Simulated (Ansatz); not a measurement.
input.yaml (Ansatz)

```yaml
crystal:
  lattice:
    - [3.1090344116, 0.0, 0.0]
    - [0.0, 3.1090344116, 0.0]
    - [0.0, 0.0, 3.1090344116]
  atoms:
    - { symbol: Pd, position: [0.0, 0.0, 0.0], spin: 0.5 }
    - { symbol: Pd, position: [0.5, 0.5, 0.5], spin: -0.5 }
hamiltonian:
  xc: r2scan
  pseudopotentials:
    kind: paw
    azcp:
      Pd: "pseudopotentials/Pd.paw.azcp"
basis:
  ecutwfc: 500
  fft_grid_basis: typed
kpoints:
  mp_grid: { grid: [17, 17, 17], shift: [0, 0, 0] }
magnetization:
  spin_polarized: true
scf:
  occupations: { method: fermi_dirac, width: 0.05 }
```

Terminal output

```
Engine: ansatz 0.2.0, x86_64-unknown-linux-gnu
Pseudopotentials: kind: paw
Pseudopotential: Pd, paw, valence charge 18, recommended cutoff 500 eV (meta_gga) 
Functional definition: r2SCAN
  parameter k0 = 0.174
  parameter k1 = 0.065
  parameter a1 = 4.9479
  exchange = r2scan_x(k0 = k0, k1 = k1, a1 = a1)
  correlation = r2scan_c
Crystal: 2 atoms, lattice volume = 30.052 Å³
Basis set: ecut = 500 eV, 751 PW (Γ), exchange–correlation on 96×96×96 points (64 copies of the dense FFT grid, shifted against one another)
Bands: 23, of which v1, the nominal top of the filled ones, is band 18 counted from 1 (17 counted from 0)
Symmetry: 48 space group operations
Space group: Pm-3m (ITA 221), of the structure as read, at distance tolerance 3.1e-5 Å
Magnetic group: BNS 221.97 (UNI 1599), of the structure as read, at distance tolerance 3.1e-5 Å
k-points: 165 of 4913
Non-local potential: Pd, projectors of the file, l = 0: 2, l = 1: 2, l = 2: 2, l = 3: 1
PAW form: soft (Blöchl's): semilocal exchange-correlation on the pseudo side does not see the compensation charge
PAW frozen core: Pd, regenerated for the run's functional (the file was generated under x = pbe(κ = 0.804, μ = 0.2195149727645171), c = pbe(β = 0.06672455060314922))
PAW one-centre angular grid: Pd, 590 points (default); XC on 160 Gauss nodes
Initial density: superposition of atomic densities (chi_scale 0.1, normalization cell)
Starting moments: Σ|m| = 1 μB on 2 of 2 sites
Starting magnetic order: antiferromagnet; a translation exchanges its spin sublattices: spin-degenerate at every k-point
Initial wavefunctions: pseudopotential atomic-orbital guess
Functional: x = r2scan, c = r2scan; τ floored in thin density (d = 2e-4 eV/Å³)
SCF iter   1: F=—  HF=-13972.493200 eV  |F-HF|=—  |Δ(HF+E_count)|=         —  Δρ=6.95e-2 (↑6.95e-2 ↓6.95e-2)  dr2=4.94e0  dr2_τ=3.11e-2  dr2_m=1.82e-1  M=0.000 μB ∫|m|=0.280 μB  β_m=0.30  ethr=3.10e-3  ⟨swp⟩=5.3  Hψ=15275  notcnv=0
SCF iter   2: F=—  HF=-13971.607023 eV  |F-HF|=—  |Δ(HF+E_count)|=   8.86e-1  Δρ=4.28e-2 (↑4.28e-2 ↓4.28e-2)  dr2=1.68e0  dr2_τ=2.14e-2  dr2_m=1.14e-1  M=0.000 μB ∫|m|=0.214 μB  β_m=0.30  ethr=3.10e-3  ⟨swp⟩=2.6  Hψ=7537  notcnv=0  defer=45  κ⁻¹=1.0e0(r=1)
SCF iter   3: F=—  HF=-13971.297655 eV  |F-HF|=—  |Δ(HF+E_count)|=   3.09e-1  Δρ=1.93e-2 (↑1.93e-2 ↓1.93e-2)  dr2=6.44e-2  dr2_τ=9.45e-3  dr2_m=7.17e-2  M=0.000 μB ∫|m|=0.160 μB  β_m=0.30  ethr=3.10e-3  ⟨swp⟩=2.1  Hψ=6157  notcnv=0  defer=45  κ⁻¹=2.4e-3(r=2)
SCF iter   4: F=—  HF=-13971.380048 eV  |F-HF|=—  |Δ(HF+E_count)|=   8.24e-2  Δρ=1.29e-2 (↑1.29e-2 ↓1.29e-2)  dr2=5.53e-3  dr2_τ=8.12e-4  dr2_m=4.36e-2  M=0.000 μB ∫|m|=0.125 μB  β_m=0.30  ethr=1.79e-4  ⟨swp⟩=2.9  Hψ=8298  notcnv=0  defer=52  κ⁻¹=2.8e-5(r=3)
SCF iter   5: F=—  HF=-13971.390158 eV  |F-HF|=—  |Δ(HF+E_count)|=   1.01e-2  Δρ=9.87e-3 (↑9.87e-3 ↓9.87e-3)  dr2=8.75e-4  dr2_τ=4.48e-4  dr2_m=2.65e-2  M=0.000 μB ∫|m|=0.100 μB  β_m=0.30  ethr=1.54e-5  ⟨swp⟩=2.0  Hψ=7150  notcnv=0  defer=52  κ⁻¹=7.7e-6(r=4)
SCF iter   6: F=—  HF=-13971.394918 eV  |F-HF|=—  |Δ(HF+E_count)|=   4.76e-3  Δρ=7.68e-3 (↑7.68e-3 ↓7.68e-3)  dr2=7.19e-5  dr2_τ=2.41e-4  dr2_m=1.62e-2  M=0.000 μB ∫|m|=0.078 μB  β_m=0.30  ethr=2.43e-6  ⟨swp⟩=2.0  Hψ=5909  notcnv=0  defer=52  κ⁻¹=4.9e-8(r=5)
SCF iter   7: F=—  HF=-13971.397838 eV  |F-HF|=—  |Δ(HF+E_count)|=   2.92e-3  Δρ=6.00e-3 (↑6.00e-3 ↓6.00e-3)  dr2=4.26e-5  dr2_τ=1.43e-4  dr2_m=9.92e-3  M=0.000 μB ∫|m|=0.062 μB  β_m=0.30  ethr=2.00e-7  ⟨swp⟩=2.0  Hψ=6774  notcnv=0  defer=52
Mixer restart at iter 7: flushing history
spin-set hold released at iteration 7 (site moments contracting): the magnetisation degrees of freedom join the quasi-Newton model from the next iteration; the mixer history was flushed
SCF iter   8: F=—  HF=-13971.399628 eV  |F-HF|=—  |Δ(HF+E_count)|=   1.79e-3  Δρ=4.70e-3 (↑4.70e-3 ↓4.70e-3)  dr2=7.21e-7  dr2_τ=8.70e-5  dr2_m=6.08e-3  M=0.000 μB ∫|m|=0.049 μB  β_m=0.30  ethr=1.18e-7  ⟨swp⟩=2.0  Hψ=5966  notcnv=0  defer=52  κ⁻¹=1.0e0(r=1)
SCF iter   9: F=—  HF=-13971.402489 eV  |F-HF|=—  |Δ(HF+E_count)|=   2.86e-3  Δρ=3.12e-4 (↑3.12e-4 ↓3.12e-4)  dr2=4.16e-7  dr2_τ=2.13e-6  dr2_m=2.66e-5  M=0.000 μB ∫|m|=0.004 μB  β_m=0.30  ethr=2.78e-10  ⟨swp⟩=4.9  Hψ=12996  notcnv=0  κ⁻¹=5.6e-3(r=2)
SCF iter  10: F=—  HF=-13971.402509 eV  |F-HF|=—  |Δ(HF+E_count)|=   1.97e-5  Δρ=1.15e-4 (↑1.15e-4 ↓1.15e-4)  dr2=5.84e-7  dr2_τ=8.18e-8  dr2_m=3.44e-6  M=0.000 μB ∫|m|=0.001 μB  β_m=0.30  ethr=1.15e-9  ⟨swp⟩=2.5  Hψ=6976  notcnv=0  defer=52  κ⁻¹=3.6e-4(r=3)
SCF iter  11: F=—  HF=-13971.402512 eV  |F-HF|=—  |Δ(HF+E_count)|=   3.40e-6  Δρ=6.26e-5 (↑6.26e-5 ↓6.26e-5)  dr2=1.04e-7  dr2_τ=2.15e-8  dr2_m=1.06e-6  M=0.000 μB ∫|m|=0.001 μB  β_m=0.30  ethr=1.15e-9  ⟨swp⟩=2.0  Hψ=6749  notcnv=0  defer=52  κ⁻¹=4.2e-5(r=4)
SCF iter  12: F=—  HF=-13971.402514 eV  |F-HF|=—  |Δ(HF+E_count)|=   1.69e-6  Δρ=3.68e-6 (↑3.68e-6 ↓3.68e-6)  dr2=1.61e-9  dr2_τ=1.48e-10  dr2_m=2.43e-9  M=0.000 μB ∫|m|=0.000 μB  β_m=0.30  ethr=2.78e-10  ⟨swp⟩=3.0  Hψ=10101  notcnv=0  κ⁻¹=6.0e-7(r=5)
SCF iter  13: F=—  HF=-13971.402514 eV  |F-HF|=—  |Δ(HF+E_count)|=   2.16e-9  Δρ=2.22e-6 (↑2.22e-6 ↓2.22e-6)  dr2=7.05e-10  dr2_τ=6.65e-11  dr2_m=9.07e-10  M=0.000 μB ∫|m|=0.000 μB  β_m=0.30  ethr=4.47e-12  ⟨swp⟩=2.7  Hψ=7779  notcnv=0  κ⁻¹=6.9e-8(r=6)
SCF iter  14: F=-13971.402514 eV  HF=-13971.402514 eV  |F-HF|=6.73e-11  |Δ(HF+E_count)|=  1.55e-10  Δρ=2.62e-7 (↑2.62e-7 ↓2.62e-7)  dr2=7.93e-12  dr2_τ=1.15e-12  dr2_m=1.41e-11  M=0.000 μB ∫|m|=0.000 μB  ethr=1.96e-12  ⟨swp⟩=3.0  Hψ=8526  notcnv=0
SCF 1 converged in 14 iterations: F = -13971.402514 eV  dr2 = 7.93e-12
WARN: the starting moments were not kept: the SCF closed with an absolute magnetisation of 2.3e-6 μB, where they sum to 1 μB in size (2 sites). That is at most 0.1 of that sum. Measured as dr2_m measures the in/out step, that magnetisation stands 6.4e-13 eV from none, at or under the dr2_threshold of 1.0e-7 eV: it is no larger than a step whose dr2_m would equal this threshold. The system may hold no moment; this SCF shows only that its start led to no more than that. To try another start: raise the starting moments (crystal.atoms[].spin, magnetization.per_species, magnetization.initial_magnetization, or on a non-collinear deck that types none of these the spinor_matrix: blocks that start its atoms; where the total moment is fixed, keep their sum and leave initial_magnetization as it is; typed ones take the place of any that the run laid by itself, positive ones on a crystal's lanthanoids without a Hubbard term where scf.initial_density.shell_occupations: [] is typed) or, if the notice of its spin-set hold's release reads "site moments contracting" or "site moments show no strong build", lengthen the hold (scf.mixing.spin_hold: { on: { confirm: 4 } }; for m-r²SCAN on two components see the key's manual first). Each may lead to a state that holds a moment. A second SCF, from the converged charge density, with the starting moments and any scf.initial_density.shell_occupations laid on it anew, would have followed, and was not run: the deck does not ask for one (magnetization.retry_lost_moments is false, the default). To let it run, set magnetization.retry_lost_moments: true and run the deck again, where that key's refused combinations let it; where memory then withholds it, that run's warning says so.
this state was not tested for a lower state beside it, because the mixer in use, unlike msr1, does not test its closes by its own steps (another_mixer; see scf.mixing.algorithm and scf.lower_state_search)
SCF converged after 14 iterations
Magnetization: 0.0000 μB (18.0000 up, 18.0000 down)
Absolute magnetization: 0.0000 μB (∫|ρ↑−ρ↓|, with the PAW one-centre terms)
Spin contamination: 0.0000 ħ² per cell (⟨S²⟩ above its minimum at these occupations)
Per-site moments (μB) at R_I (Å): [(4.906275015450133e-7, 1.1106573974453118), (-4.906275015450133e-7, 1.1106573974453118)]
Free energy (F): -13971.402514 eV
Harris-Foulkes:  -13971.402514 eV  (|F-HF|=6.73e-11)
Internal energy: -13971.380334 eV  (E = F + TS)
E sigma→0 (E₀):  -13971.391424 eV
Entropy (-TS):   -0.022180 eV (-11.090 meV/atom)
Fermi energy:    19.118433 eV
--- Per-component energies (eV) ---
  E_band       = -322.778589
  E_kinetic    = 1031.054778
  E_local      = -3559.376941  (includes V_loc(G=0)·N_el)
  E_nonlocal   = 435.779791
  E_hartree    = 1448.151680
  E_xc         = -320.420905
  E_vxc        = -464.602590  (∫ρ·V_xc dr)
  E_paw        = -7544.551363  (= ΣΔE_a)
  E_vpaw       = -696.062969  (= ΣTr[D̂ρ^β])
  E_aug_tail   = 0.000223  (compensation charges beyond the density's cutoff)
  E_vtau       = 34.125609  (kinetic-family band-sum trace: ∫τ·v_τ [+ j·A + Jᵃ·Aᵃ] dr)
  E_ewald      = -5461.113424
  E_core_change = -0.904173  (= ΣΔE_core)
  E_smearing   = -0.022180  (= −TS)
  E_closure    = -0.000000  (closes the sum)
  Σ components = -13971.402514   (vs F -13971.402514, Δ=0.00e0)
```

Launched by

```sh
ansatz run input.yaml --threads 1 --pin off --max-ram 3584MiB --backend cpu --events-out ev --progress --plain --runs-dir out
```

On 1 thread of Intel(R) Xeon(R) Platinum 8259CL CPU @ 2.50GHz (Skylake/Cascade Lake) (shared host) this took about 23 s of wall time and 23 s of CPU time.
